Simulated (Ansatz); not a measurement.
A geometry of MgF2 away from equilibrium: step 2 of the relaxation of a generated trial cell of MgF2 in the AFLOW prototype A2B_tP6_129_ac_c (C38, as in Cu2Sb). Calculation: PBE (plane waves to 420 eV, PAW, scalar-relativistic; Ansatz, a first-principles code). Γ-centred k-mesh 7×7×5 on the run's cell (coarser than for final values), Fermi–Dirac smearing 0.05 eV.

```yaml
crystal:
  lattice:
    - [3.56585, 0.00000, 0.00000]
    - [0.00000, 3.56585, 0.00000]
    - [0.00000, 0.00000, 5.32370]
  atoms:
    - { symbol: F, position: [0.00000, 0.00000, 0.00000] }
    - { symbol: F, position: [0.50000, 0.50000, 0.00000] }
    - { symbol: F, position: [0.50000, 0.00000, 0.30634] }
    - { symbol: F, position: [0.00000, 0.50000, 0.69366] }
    - { symbol: Mg, position: [0.50000, 0.00000, 0.72820] }
    - { symbol: Mg, position: [0.00000, 0.50000, 0.27180] }
```

Problem. Which atoms carry the largest force, and which way does it point?

Solution. 4.05 eV/Å, on F3, F4 (atoms numbered as listed); on F3 its components are (0.00, 0.00, 4.05).

Problem. What is the pressure?

Solution. -8.2 GPa, compression positive.

Problem. How much energy per atom can still be gained by relaxing?

Solution. 0.50 eV/atom; the path ends in P4/nmm (No. 129).

No spin polarisation in the result.

The run could not lose the symmetry of its start: the end is stationary, and may be a saddle point rather than a minimum.

The end of the path is a generated cell of MgF2: the first start was made by placing the elements on the sites of a structure type, and the end was not matched to a known phase here, so it may be hypothetical. Known forms of MgF2 include space group No. 136.
